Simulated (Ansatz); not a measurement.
**La, hcp: geometry optimisation**

Level of theory: Ansatz, DFT, LDA (PW92), plane waves (420 eV) with PAW, scalar-relativistic. The PAW files were generated under PBE, with cores re-solved for the functional.

k-point mesh 10×10×5, Fermi-Dirac smearing 0.1 eV, no spin polarisation. Cell and atoms relax.

Starting structure:

```xyz
2
Lattice="3.7542 0.0000 0.0000 -1.8771 3.2513 0.0000 0.0000 0.0000 6.1307" Properties=species:S:1:pos:R:3 pbc="T T T"
La    0.0000    2.1675    1.5327
La    1.8771    1.0838    4.5980
```

The pressure at the start is -3.1 GPa. By how much does the volume change?

From 37.42 to 32.81 Å³ per atom, -12.3 %. The final cell has a = 3.579 Å, c = 5.914 Å (c/a = 1.652).

How much energy does the relaxation gain?

48.0 meV per atom.
